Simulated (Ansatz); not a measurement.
# KAg$_{6}$As, a known structure type with other elements, at an estimated volume

```xyz
8
Lattice="4.1158 2.3763 2.7002 -4.1158 2.3763 2.7002 0.0000 -4.7525 2.7002" Properties=species:S:1:pos:R:3 pbc="T T T"
Ag    0.0000   -3.1414    3.9315
Ag    2.7206    1.5707    3.9315
Ag   -2.7206    1.5707    3.9315
Ag   -2.7206   -1.5707    4.1691
Ag    0.0000    3.1414    4.1691
Ag    2.7206   -1.5707    4.1691
As    0.0000    0.0000    0.0000
K     0.0000    0.0000    4.0503
```

Level: r2SCAN, no spin polarisation; 500 eV; 5×5×5 Γ-centred mesh; cold occupations (width 0.0103 eV); Ansatz 0.2.0, fixed geometry.

**Contacts.** Ag–As at 2.03 Å: least valence density 1.07 e/Å³ and ELF 0.44 there. K–Ag at 3.14 Å: least valence density 0.09 e/Å³ and ELF 0.05 there. Both are smooth PAW fields, read partly inside the augmentation spheres.
**Formation energy.** 1.72 eV an atom against the elements' usual phases (free molecules for gases, crystals otherwise, with no correction for O₂ or N₂), so at this geometry it isn't bound against them. Relaxing would lower it.
**Forces.** The largest is on Ag3 (and as large on other atoms): 10.21 eV/Å, components (7.16, -4.13, 5.99). It makes 179° with the line to a nearest neighbour, As7 at 2.03 Å, pointing away from it.
**Electronic structure.** It is a metal, with about 2.8 states/eV a cell as the mean within 0.25 eV of the Fermi level.
**Stress.** The pressure is 41.2 GPa (compression positive), so with the atoms held at these fractions the cell would first expand; the forces are large, so a full relaxation may end otherwise. The principal stresses 40.5, 40.5, 42.6 GPa differ, so its shape would change too.
**Charges.** Bader charges in e: K +0.66, Ag -0.23, As +0.74. In the mean As gives up most and Ag takes most, against the order of Pauling's electronegativities.

Origin: a known structure type with other elements, at an estimated volume, so it need not be a known compound. Caveats: atoms or cell far from equilibrium.

Run time, from a saved density: 2.7 min on 1 thread of Arm Neoverse V1 (shared host), peak memory 1 GiB. The time holds forces, stress, Bader, DOS, bands, ELF.
